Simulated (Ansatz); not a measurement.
Co2Si in space group P4/nmm (No. 129; Co on 2a, Co on 2c, Si on 2c), PBE in the plane-wave PAW code Ansatz, all energies at zero smearing, with the estimated change up to a 700 eV cutoff added, with one set of potentials and settings (totals compare only within such a set). Cell of 6 atoms (4 Co, 2 Si): -21778.035 eV.

```tsv
element	reference phase	E (eV/atom)
Co	P6_3/mmc, 2 atoms in the cell, spin-polarised	-5126.1559
Si	Fd-3m, 2 atoms in the cell	-635.8096
```

Formation energy per atom, worked out: (-21778.035 − 4×(-5126.1559) − 2×(-635.8096))/6 = -0.299 eV/atom (-29 kJ per mol of atoms), at 0 K, without zero-point energy or fitted corrections.

A made-up cell: these elements were put on the sites of a structure type; neither database checked (COD, Materials Project) lists it. COD files the formula under space group No. 62, so this cell is another polymorph or a model. Whether it is the stable phase at ambient conditions was not checked. Symmetry was held in the PBE relaxation; whether a distortion lowers the energy is not shown. Spin order of the final state: ferromagnetic, chosen from 5 collinear starts compared on coarse meshes (ties went to the first, and starts can fall back to one state), not a proven ground state. The references are the lowest solids computed at this level, not always the standard phases.

Potentials: the later of the program's two PAW sets.
